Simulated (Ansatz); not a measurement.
TiSi2 (C54 type, space group Fddd)

```xyz
6
Lattice="0.0000 4.1148 4.2603 2.3896 0.0000 4.2603 2.3896 4.1148 0.0000" Properties=species:S:1:pos:R:3 pbc="T T T"
Si     2.3896     5.4523     4.2603
Si     2.3896     2.7772     4.2603
Si     3.5844     4.8346     6.3904
Si     3.5844     7.5097     6.3904
Ti     0.0000     0.0000     0.0000
Ti     1.1948     2.0574     2.1301
```

The slice is a (110) plane (indices of the conventional cell) through the point (0.250, 0.250, 0.250) (fractional), spanned by u = [1 -1 0] and v = [1 1 -1] in vectors of this cell: u (4.76 Å) and v (8.52 Å, at 90° to u). It covers one period; positions are fractions (u, v).

The numbers are results of r2SCAN (plane waves to 500 eV, PAW, scalar-relativistic; Ansatz, a first-principles code), not measurements. k mesh 13×13×13. Near the nuclei the fields are pseudised (PAW); where an atom keeps semicore shells as valence, they peak there. TiSi2 is run without spin polarisation. TiSi2 was relaxed with its symmetry unable to fall.

Three fields on this plane, each scaled to ten steps between its own extremes (0 low, 9 high; the total valence density on a logarithmic scale, the potential cut 8 eV below its top; x marks points blanked near nuclei; v = 0 in the bottom row):

Map A
```
|xxx798897xx|
|xx48999984x|
|55336996335|
|84xxx55xxx4|
|71xxx33xxx1|
|83xxx55xxx3|
|97315995137|
|97325995237|
|72xxx66xxx2|
|5xxxx55xxxx|
|72xxx77xxx2|
|98434554348|
|99960xx0699|
|8993xxxx399|
|7881xxxx188|
|8994xxxx499|
|57980xx0897|
|xx59866895x|
|xxx898898xx|
|xxx697796xx|
```

Map B
```
|xxx222223xx|
|xx54200245x|
|56875115786|
|68xxx55xxx8|
|57xxx66xxx7|
|25xxx55xxx5|
|03896226983|
|14896006984|
|46xxx33xxx6|
|6xxxx66xxxx|
|46xxx77xxx6|
|13687557863|
|01348xx8431|
|2224xxxx422|
|5536xxxx635|
|6534xxxx435|
|54226xx6224|
|xx32355323x|
|xxx346643xx|
|xxx345543xx|
```

Map C
```
|xxx132231xx|
|xx14200241x|
|24885115884|
|79xxx55xxx9|
|67xxx77xxx7|
|24xxx55xxx4|
|03897227983|
|14996006994|
|46xxx22xxx6|
|6xxxx66xxxx|
|46xxx77xxx6|
|13797227973|
|01430xx0341|
|2220xxxx022|
|6640xxxx046|
|7750xxxx057|
|22410xx0142|
|xx03322330x|
|xxx267762xx|
|xxx156651xx|
```

Question: Assign the maps to these fields: electron localisation function (ELF); valence electron density; electrostatic potential energy of an electron, from the cell's mean.

Answer: A is the electrostatic potential energy of an electron, from the cell's mean; B is the valence electron density; C is the electron localisation function (ELF).
